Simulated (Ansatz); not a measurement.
14N nuclear quadrupole resonance in Si3N4

Cell: an entry of the Crystallography Open Database (COD; perhaps a calculated or model structure), atoms as given.

```cif
data_Si3N4
_symmetry_space_group_name_H-M 'Fd-3m:1'
_symmetry_Int_Tables_number 227
_cell_length_a 7.6765
_cell_length_b 7.6765
_cell_length_c 7.6765
_cell_angle_alpha 90.000
_cell_angle_beta 90.000
_cell_angle_gamma 90.000
loop_
_atom_site_label
_atom_site_type_symbol
_atom_site_symmetry_multiplicity
_atom_site_Wyckoff_symbol
_atom_site_fract_x
_atom_site_fract_y
_atom_site_fract_z
Si1 Si 16 d 0.1250 0.1250 0.6250
Si5 Si 8 a 0.5000 0.5000 0.0000
N N 32 e 0.8824 0.8824 0.3824
```

One atom of each set is listed; the run and its k-mesh use a cell of 14 atoms with edges of 5.43, 5.43, 5.43 Å.

The numbers come from a DFT calculation in Ansatz (PBE, plane waves and PAW (field gradients read without the response of the frozen cores, which leaves them typically 4 to 6 % off), scalar-relativistic, 420 eV cutoff, Γ-centred 6×6×6 k-points, Fermi–Dirac smearing 0.02 eV).

14N: I = 1, Q = 20.44 mb (year-2017 value). Static lattice, zero field.

Q: The simulated lines lie at 1.08 MHz. What are |C_Q|, η and |V_zz| at N?

A: For I = 1 the lines are ν± = (3/4)|C_Q|(1 ± η/3) and ν₀ = |C_Q|η/2. Here |C_Q| = 1.44 MHz, η = 0.00 and |V_zz| = 2.92 × 10²¹ V/m². The calculation gives V_zz positive; the lines don't show the sign. The site has 4 Si at 1.76–1.86 Å.

An axis of threefold or higher order runs through N, so V_zz lies along it and η is zero.

At this cell the PBE pressure is 14 GPa, so with PBE the cell would grow if it were relaxed. The entry's cell may itself be off.
